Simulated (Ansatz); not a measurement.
A distorted cell of SrVO₃ (cubic perovskite):

```
CELL_PARAMETERS angstrom
      3.85767     0.00000     0.00000
      0.00000     3.85767     0.00000
      0.00000     0.00000     3.85767
ATOMIC_POSITIONS crystal
  Sr 0.97575 0.97575 0.97575
  V  0.50000 0.50000 0.50000
  O  0.00000 0.50000 0.50000
  O  0.50000 0.50000 0.00000
  O  0.50000 0.00000 0.50000
```

All values below come from PBE (plane waves to 420 eV, PAW, scalar-relativistic; Ansatz, a first-principles code). k mesh 10×10×10 (Γ-centred), Fermi-Dirac smearing 0.05 eV. Energies are smeared free energies. Compression counts positive. With partly filled bands, energies and forces of such displacements shift with the k mesh and the smearing. SrVO3 is run without spin polarisation and with no Hubbard U. SrVO3 was relaxed with its symmetry unable to fall.

Question: What forces act on the atoms (eV/Å, Cartesian)?

Answer: 
```tsv
atom	Fx	Fy	Fz
Sr1	0.412	0.412	0.412
V2	-0.252	-0.252	-0.252
O3	-0.076	-0.042	-0.042
O4	-0.042	-0.042	-0.076
O5	-0.042	-0.076	-0.042
```

Question: Give the stress tensor in GPa and the pressure.

Answer: 
```
    0.8      0.5      0.5
    0.5      0.8      0.5
    0.5      0.5      0.8
```
The pressure, a third of the trace, is 0.8 GPa.

Question: In it atom 1 sits (-0.094, -0.094, -0.094) Å away from its relaxed site. What is its energy relative to the relaxed cell?

Answer: 56 meV/cell.

(For displaced atoms, the force is minus the slope of the energy, and its curvature is a force constant, which sets phonon frequencies.)
